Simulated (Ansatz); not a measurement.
I:
```cif
data_I4
_chemical_formula_sum 'I4'
_space_group_name_H-M_alt 'P 1'
_space_group_IT_number 1
_cell_length_a 4.51202
_cell_length_b 4.51202
_cell_length_c 9.85396
_cell_angle_alpha 90.000
_cell_angle_beta 90.000
_cell_angle_gamma 61.823
loop_
_space_group_symop_operation_xyz
  'x, y, z'
loop_
_atom_site_label
_atom_site_type_symbol
_atom_site_fract_x
_atom_site_fract_y
_atom_site_fract_z
_atom_site_occupancy
I1 I 0.84442 0.15558 0.87996 1
I2 I 0.34442 0.65558 0.62004 1
I3 I 0.15558 0.84442 0.12004 1
I4 I 0.65558 0.34442 0.37996 1
```

Relaxed with r²SCAN.

Q: Which orbitals make up the states near the band edges in DFT-r²SCAN in the program Ansatz with PAW potentials?

A: Top 1 eV of the valence band: I 5p 99 %. Bottom 1 eV of the conduction band: I 5p 96 %. Projections are on Löwdin-orthogonalised atomic valence shells; empty p or d shells of many metals are not among them.

Q: Tabulate the density of states.

A: States/eV per cell of 4 atoms, in 0.25 eV bins, energy from the valence-band maximum.

```
E (eV)  total  I 5p  I 5s
------  -----  ----  ----
-7.85    0.00  0.00  0.00
-7.60    0.00  0.00  0.00
-7.35    0.00  0.00  0.00
-7.10    0.00  0.00  0.00
-6.85    0.00  0.00  0.00
-6.60    0.00  0.00  0.00
-6.35    0.00  0.00  0.00
-6.10    0.00  0.00  0.00
-5.85    0.00  0.00  0.00
-5.60    0.00  0.00  0.00
-5.35    0.00  0.00  0.00
-5.10    0.00  0.00  0.00
-4.85    0.00  0.00  0.00
-4.60    3.26  3.18  0.06
-4.35    6.06  5.85  0.16
-4.10    2.73  2.60  0.10
-3.85    1.83  1.72  0.09
-3.60    1.28  1.20  0.07
-3.35    1.34  1.27  0.05
-3.10    2.63  2.58  0.04
-2.85    3.93  3.85  0.06
-2.60    4.27  4.18  0.07
-2.35    4.14  4.05  0.05
-2.10    4.95  4.87  0.05
-1.85    6.70  6.61  0.05
-1.60    4.60  4.54  0.03
-1.35    3.82  3.74  0.05
-1.10    6.02  5.88  0.09
-0.85    5.53  5.44  0.05
-0.60    7.18  7.09  0.04
-0.35    7.78  7.69  0.05
-0.10    1.94  1.91  0.01
0.15     0.00  0.00  0.00
0.40     0.00  0.00  0.00
0.65     0.00  0.00  0.00
0.90     0.00  0.00  0.00
1.15     0.14  0.13  0.01
1.40     2.35  2.21  0.09
1.65     4.17  3.96  0.11
1.90     5.35  5.14  0.08
2.15     3.76  3.64  0.04
2.40     0.23  0.23  0.00
2.65     0.00  0.00  0.00
2.90     0.00  0.00  0.00
3.15     0.00  0.00  0.00
3.40     0.00  0.00  0.00
3.65     0.00  0.00  0.00
3.90     0.00  0.00  0.00
4.15     0.00  0.00  0.00
4.40     0.00  0.00  0.00
4.65     0.00  0.00  0.00
4.90     0.00  0.00  0.00
5.15     0.00  0.00  0.00
5.40     0.00  0.00  0.00
5.65     0.15  0.00  0.00
5.90     1.20  0.01  0.00
```

Space group Cmce (molecular I2 type). The r²SCAN relaxation kept the symmetry of its start. A crystal of weakly bound molecules computed without a dispersion correction: the cell and the soft elastic constants depend strongly on that. Spin–orbit coupling is left out wherever it is not named.

Potentials: the later of the program's two PAW sets.
